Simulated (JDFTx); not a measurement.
An input for a modified build of JDFTx (Pb(100), CANDLE, water, 1 M KCl; bohr, hartree) and the course of its log:

```
lattice \
  6.6671736562 0.0000000000 0.0000000000 \
  0.0000000000 6.6671736562 0.0000000000 \
  0.0000000000 0.0000000000 49.1328792403
coords-type Lattice
ion Pb 0.0000000000 0.0000000000 -0.1919042310 0
ion Pb 0.5000000000 0.5000000000 -0.0959521150 0
ion Pb 0.0000000000 0.0000000000 0.0000000000 0
ion Pb 0.5000000000 0.5000000000 0.0959521150 0
ion Pb 0.0000000000 0.0000000000 0.1919042310 0
ion-species pseudo/pb_pbe_v1.upf
elec-cutoff 20 100
elec-ex-corr gga-PBE
coulomb-interaction Slab 001
coulomb-truncation-embed 0 0 0
kpoint-folding 3 3 1
elec-smearing Fermi 0.01
elec-n-bands 47
target-mu -0.108043
electronic-scf nIterations 100 energyDiffThreshold 1e-07
fluid LinearPCM
pcm-variant CANDLE
fluid-solvent H2O
fluid-cation K+ 1
fluid-anion Cl- 1
fluid-minimize nIterations 400 knormThreshold 1e-11
wavefunction read f0.wfns
elec-initial-eigenvals f0.eigenvals
elec-initial-fillings read f0.fillings
fluid-initial-state f0.fluidState
dump-name f0_u0.$VAR
dump End State Ecomponents EigStats BandEigs Forces ElecDensity IonicPositions Fillings Kpoints Dtot FluidDebug BoundCharge FluidDensity
```

```
[one cycle in 5 is shown, and the last three; fluid-solver lines are left out]
	FillingsUpdate:  mu: -0.108043000  nElectrons: 71.971667
SCF: Cycle:  0   G: -296.659210127982192   dG: +6.532e-01   |Residual|: 6.573e-02   |deigs|: 6.326e-07
	FillingsUpdate:  mu: -0.108043000  nElectrons: 70.321123
SCF: Cycle:  5   G: -297.305815098660730   dG: -9.449e-04   |Residual|: 7.498e-03   |deigs|: 2.781e-04
	FillingsUpdate:  mu: -0.108043000  nElectrons: 70.447239
SCF: Cycle: 10   G: -297.291698967140917   dG: -1.847e-03   |Residual|: 1.294e-02   |deigs|: 4.572e-04
	FillingsUpdate:  mu: -0.108043000  nElectrons: 70.887157
SCF: Cycle: 15   G: -297.214283224384872   dG: -4.904e-03   |Residual|: 5.883e-02   |deigs|: 1.079e-03
	FillingsUpdate:  mu: -0.108043000  nElectrons: 70.383586
SCF: Cycle: 20   G: -297.314232710598219   dG: -6.302e-03   |Residual|: 3.374e-03   |deigs|: 1.107e-03
	FillingsUpdate:  mu: -0.108043000  nElectrons: 70.534395
SCF: Cycle: 25   G: -297.304205185658418   dG: +1.391e-03   |Residual|: 8.366e-03   |deigs|: 5.706e-04
	FillingsUpdate:  mu: -0.108043000  nElectrons: 70.334291
SCF: Cycle: 30   G: -297.314942558843711   dG: -3.323e-05   |Residual|: 1.420e-04   |deigs|: 2.144e-04
	FillingsUpdate:  mu: -0.108043000  nElectrons: 70.331082
SCF: Cycle: 35   G: -297.314943214582343   dG: +6.639e-07   |Residual|: 5.684e-05   |deigs|: 4.291e-05
	FillingsUpdate:  mu: -0.108043000  nElectrons: 70.332350
SCF: Cycle: 40   G: -297.314944098049352   dG: -3.497e-07   |Residual|: 2.890e-05   |deigs|: 5.252e-05
	FillingsUpdate:  mu: -0.108043000  nElectrons: 70.331112
SCF: Cycle: 45   G: -297.314943361085852   dG: +7.750e-07   |Residual|: 7.271e-05   |deigs|: 4.958e-05
	FillingsUpdate:  mu: -0.108043000  nElectrons: 70.334020
SCF: Cycle: 50   G: -297.314943484082221   dG: +3.626e-07   |Residual|: 7.911e-05   |deigs|: 2.187e-05
	FillingsUpdate:  mu: -0.108043000  nElectrons: 70.334842
SCF: Cycle: 55   G: -297.314942847691441   dG: -6.087e-07   |Residual|: 8.055e-05   |deigs|: 1.255e-04
	FillingsUpdate:  mu: -0.108043000  nElectrons: 70.332748
SCF: Cycle: 60   G: -297.314944190946619   dG: -5.720e-08   |Residual|: 2.946e-05   |deigs|: 2.135e-05
	FillingsUpdate:  mu: -0.108043000  nElectrons: 70.332611
SCF: Cycle: 65   G: -297.314944180526425   dG: -4.855e-08   |Residual|: 1.901e-05   |deigs|: 8.142e-06
	FillingsUpdate:  mu: -0.108043000  nElectrons: 70.329130
SCF: Cycle: 70   G: -297.314940248032599   dG: +3.945e-06   |Residual|: 1.160e-04   |deigs|: 3.576e-05
	FillingsUpdate:  mu: -0.108043000  nElectrons: 70.332010
SCF: Cycle: 75   G: -297.314944024205772   dG: +1.551e-07   |Residual|: 2.994e-05   |deigs|: 1.055e-05
	FillingsUpdate:  mu: -0.108043000  nElectrons: 70.330832
SCF: Cycle: 80   G: -297.314943402283518   dG: -1.269e-06   |Residual|: 6.404e-05   |deigs|: 3.565e-05
	FillingsUpdate:  mu: -0.108043000  nElectrons: 70.331790
SCF: Cycle: 85   G: -297.314944028583000   dG: -1.137e-06   |Residual|: 3.033e-05   |deigs|: 1.367e-05
	FillingsUpdate:  mu: -0.108043000  nElectrons: 70.333272
SCF: Cycle: 90   G: -297.314944086057494   dG: -5.289e-07   |Residual|: 2.664e-05   |deigs|: 2.312e-05
	FillingsUpdate:  mu: -0.108043000  nElectrons: 70.333394
SCF: Cycle: 95   G: -297.314944055569413   dG: -4.185e-08   |Residual|: 3.017e-05   |deigs|: 5.687e-06
	FillingsUpdate:  mu: -0.108043000  nElectrons: 70.332537
SCF: Cycle: 97   G: -297.314944229252774   dG: -7.020e-08   |Residual|: 5.303e-06   |deigs|: 1.114e-05
	FillingsUpdate:  mu: -0.108043000  nElectrons: 70.332437
SCF: Cycle: 98   G: -297.314944069107923   dG: +1.601e-07   |Residual|: 3.949e-05   |deigs|: 8.195e-06
	FillingsUpdate:  mu: -0.108043000  nElectrons: 70.333481
SCF: Cycle: 99   G: -297.314944082472891   dG: -1.336e-08   |Residual|: 3.530e-05   |deigs|: 1.298e-05
SCF: None of the convergence criteria satisfied after 100 iterations.
IonicMinimize: Iter:   0  G: -297.314944082472891  |grad|_K:  0.000e+00
IonicMinimize: Converged (|grad|_K<1.000000e-04).
```

This run gave no converged result. The loop ran out of cycles short of its threshold. It has stalled and not diverged: the last ten energies span 2e-07 Ha, so the total is near its end, but levels, forces and the electron count aren't shown converged.
